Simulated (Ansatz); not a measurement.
LiBr2: relaxation (Ansatz)

The input file (Ansatz 0.2.0, plane waves):

```yaml
crystal:
  lattice:
    - [0.0, 0.0, 5.624799]
    - [5.651182, 0.0, 0.0]
    - [2.825591, 5.279274, -2.812399]
  atoms:
    - { symbol: Br, position: [0.11501, 0.09919, 0.23002] }
    - { symbol: Br, position: [0.88499, 0.90081, 0.76998] }
    - { symbol: Br, position: [0.38499, 0.32921, 0.76998] }
    - { symbol: Br, position: [0.61501, 0.67079, 0.23002] }
    - { symbol: Li, position: [0.25, 0.0, 0.0] }
    - { symbol: Li, position: [0.75, 0.0, 0.0] }
  symmetry: { tolerance: 0.0003 }
kpoints:
  mp_grid: { grid: [4, 4, 4], shift: [0, 0, 0] }
magnetization:
  spin_polarized: false
scf:
  occupations: { method: fermi_dirac }
  eigensolver: { kind: davidson }
  convergence: { dr2_threshold: 1.0e-08 }
hamiltonian:
  pseudopotentials: { kind: paw }
  xc: r2scan
basis:
  ecutwfc: 500
output:
  forces: true
  stress: true
  eigenvalues: true
relax:
  max_steps: 40
  cell: {}
```

Launch command:

```bash
ansatz run input.yaml --threads 1 --pin off --max-ram 2560MiB --backend cpu --events-out ev --progress --plain --runs-dir out
```

Origin of the cell: a known structure type with other elements, at an estimated volume, so it need not be a known compound.

The smearing width isn't typed, so it takes its default of 0.1 eV.

Output (shortened):

```
Warning: relax.cell: scf.convergence.dr2_threshold = 1e-8 eV is looser than the 6e-10 eV advised for a relaxation that steers and ends on the stress (1e-10 eV for each atom of the cell: 6). W […]
Pseudopotentials: kind: paw
Pseudopotential: Br, paw, valence charge 7, recommended cutoff 500 eV (meta_gga), Br.paw.azcp
Pseudopotential: Li, paw, valence charge 3, recommended cutoff 500 eV (meta_gga), Li.paw.azcp
Functional definition: r2SCAN
  exchange = r2scan_x(k0 = k0, k1 = k1, a1 = a1)
  correlation = r2scan_c
Crystal: 6 atoms, lattice volume = 167.811 Å³
Basis set: ecut = 500 eV, 4243 PW (Γ), exchange–correlation on 180×180×200 points (64 copies of the dense FFT grid, shifted against one another)
Bands: 23, of which v1, the nominal top of the filled ones, is band 17 counted from 1 (16 counted from 0)
Symmetry: 8 space group operations
[… 7 lines left out …]
Initial density: superposition of atomic densities (neutral atoms: chi_scale 0, normalization atom), corrected by the library's trained network
Functional: x = r2scan, c = r2scan; τ floored in thin density (d = 2e-4 eV/Å³)
SCF iter   1: F=—  HF=-11585.155217 eV  Δρ=1.57e-3  dr2=1.05e-2  dr2_τ=1.51e-2  reapply=2
SCF iter   2: F=—  HF=-11585.234958 eV  Δρ=1.09e-3  dr2=1.56e-3  dr2_τ=1.05e-4  defer=1
SCF iter   3: F=—  HF=-11585.236055 eV  Δρ=3.58e-4  dr2=5.07e-4  dr2_τ=8.60e-6
SCF iter   4: F=—  HF=-11585.235915 eV  Δρ=1.01e-4  dr2=8.81e-6  dr2_τ=1.89e-6
SCF iter   5: F=—  HF=-11585.235932 eV  Δρ=2.22e-5  dr2=1.04e-6  dr2_τ=3.74e-8
SCF iter   6: F=—  HF=-11585.235932 eV  Δρ=6.60e-6  dr2=8.85e-8  dr2_τ=3.46e-9
SCF iter   7: F=-11585.235932 eV  HF=-11585.235932 eV  Δρ=1.58e-6  dr2=5.96e-9  dr2_τ=2.29e-10
relax step   1: F+E_penalty+E_count = -11585.235932 eV  Δ(F+E_penalty+E_count) = +0.000e0 eV  max|allowed force component| = 1.321e0 eV/Å  Δτ_max = 0.0000 Å  P = +5.394 GPa  Ω = 167.811 Å³  (7 SCF iters, accepted)
relax step   2: F+E_penalty+E_count = -11586.121363 eV  Δ(F+E_penalty+E_count) = -8.854e-1 eV  max|allowed force component| = 6.344e-1 eV/Å  Δτ_max = 0.1953 Å  P = +2.176 GPa  Ω = 161.923 Å³ […]
relax step   3: F+E_penalty+E_count = -11586.537218 eV  Δ(F+E_penalty+E_count) = -4.159e-1 eV  max|allowed force component| = 3.047e-1 eV/Å  Δτ_max = 0.1948 Å  P = +0.647 GPa  Ω = 157.796 Å³ […]
relax step   4: F+E_penalty+E_count = -11586.860467 eV  Δ(F+E_penalty+E_count) = -3.232e-1 eV  max|allowed force component| = 6.719e-2 eV/Å  Δτ_max = 0.1955 Å  P = +0.383 GPa  Ω = 155.099 Å³ […]
relax step   5: F+E_penalty+E_count = -11587.022621 eV  Δ(F+E_penalty+E_count) = -1.622e-1 eV  max|allowed force component| = 8.767e-2 eV/Å  Δτ_max = 0.0299 Å  P = +0.124 GPa  Ω = 155.702 Å³ […]
[… 2 lines left out …]
relax step   8: F+E_penalty+E_count = -11587.179945 eV  Δ(F+E_penalty+E_count) = -7.623e-3 eV  max|allowed force component| = 1.785e-2 eV/Å  Δτ_max = 0.0217 Å  P = +0.145 GPa  Ω = 158.204 Å³ […]
relax step   9: F+E_penalty+E_count = -11587.180546 eV  Δ(F+E_penalty+E_count) = -6.007e-4 eV  max|allowed force component| = 3.499e-3 eV/Å  Δτ_max = 0.0084 Å  P = -0.019 GPa  Ω = 159.328 Å³ […]
relax step  10: F+E_penalty+E_count = -11587.182140 eV  Δ(F+E_penalty+E_count) = -1.594e-3 eV  max|allowed force component| = 3.417e-3 eV/Å  Δτ_max = 0.0000 Å  P = +0.001 GPa  Ω = 159.328 Å³  stress off target by 8.16e-2 GPa […]
relax step  11: F+E_penalty+E_count = -11587.182349 eV  Δ(F+E_penalty+E_count) = -2.092e-4 eV  max|allowed force component| = 1.550e-3 eV/Å  Δτ_max = 0.0004 Å  P = -0.003 GPa  Ω = 159.503 Å³ […]
relax step  12: F+E_penalty+E_count = -11587.182383 eV  Δ(F+E_penalty+E_count) = -3.356e-5 eV  max|allowed force component| = 1.577e-3 eV/Å  Δτ_max = 0.0000 Å  P = -0.003 GPa  Ω = 159.503 Å³  stress off target by 1.94e-2 GPa […]
SCF 12 converged in 4 iterations: F = -11587.182383 eV  dr2 = 8.84e-10
basis re-selected at this cell: Δ(F+E_penalty+E_count) = -3.356e-5 eV, ΔP = +0.000 GPa vs the last step (what re-selecting the basis moved, of the pressure what is left beyond the Pulay corre […]
SCF converged after 4 iterations
Free energy (F): -11587.182383 eV
Harris-Foulkes:  -11587.182383 eV  (|F-HF|=2.02e-9)
Internal energy: -11586.991129 eV  (E = F + TS)
E sigma→0 (E₀):  -11587.086756 eV
Entropy (-TS):   -0.191254 eV (-31.876 meV/atom)
Fermi energy:    1.571282 eV
--- Per-component energies (eV) ---
  E_band       = -292.199056
  E_kinetic    = 576.077192
  E_local      = -1139.964251  (includes V_loc(G=0)·N_el)
  E_nonlocal   = 212.995255
  E_hartree    = 296.305927
  E_xc         = -1020.272424
  E_vxc        = -483.570854  (∫ρ·V_xc dr)
  E_paw        = -9125.173365  (= ΣΔE_a)
  E_vpaw       = -75.437166  (= ΣTr[D̂ρ^β])
  E_aug_tail   = -0.000209  (compensation charges beyond the density's cutoff)
  E_vtau       = 25.089277  (kinetic-family band-sum trace: ∫τ·v_τ [+ j·A + Jᵃ·Aᵃ] dr)
  E_ewald      = -1386.326477
  E_core_change = -0.632775  (= ΣΔE_core)
  E_smearing   = -0.191254  (= −TS)
  Σ components = -11587.182383   (vs F -11587.182383, Δ=0.00e0)
--- Forces (eV/Å), atoms counted from 1 ---
  atom   1  Br    -0.001577    -0.000959    -0.000000
  atom   2  Br     0.001577     0.000959     0.000000
  atom   3  Br    -0.001577     0.000959     0.000000
  atom   4  Br     0.001577    -0.000959    -0.000000
  atom   5  Li     0.000000     0.000000     0.000000
  atom   6  Li    -0.000000     0.000000    -0.000000
  max |Σ_I F_I| component: 4.34e-19 eV/Å
--- Stress (GPa, compression-positive) ---
       -0.019369       0.000000       0.000000
        0.000000       0.009221       0.000000
        0.000000       0.000000       0.001351
  P = ⅓ Tr σ = -0.0029 GPa (-0.029 kbar)
--- Relaxed structure (10 steps of the walk, 10 accepted, 2 SCFs on fresh bases) ---
  F+E_penalty+E_count = -11587.182383 eV   max|allowed force component| = 1.577e-3 eV/Å   (the final SCF, on the basis selected at the relaxed cell)
  cell:  # Å, volume = 159.5032 Å³
    - [0.0, -3.350e-7, 7.074702]
    - [4.773153, 0.0, 0.0]
    - [2.386577, 4.723412, -3.537351]
  atoms:
    - { symbol: Br, position: [0.122877, 0.177133, 0.245754] }
    - { symbol: Br, position: [0.877123, 0.822867, 0.754246] }
    - { symbol: Br, position: [0.377123, 0.422887, 0.754246] }
    - { symbol: Br, position: [0.622877, 0.577113, 0.245754] }
    - { symbol: Li, position: [0.250000, -1.637e-18, 0.0] }
    - { symbol: Li, position: [0.75, -1.637e-18, 0.0] }
```

Caveats: the SCF threshold is looser than advised for a stress; the k mesh is coarse if the cell is a metal; the relaxation held the start's symmetry, so the end may be a saddle point.

The run took 2 min on 1 thread of Intel(R) Xeon(R) 6975P-C (Granite Rapids), on a shared host, peak memory 0.93 GiB, from the program's own first density.
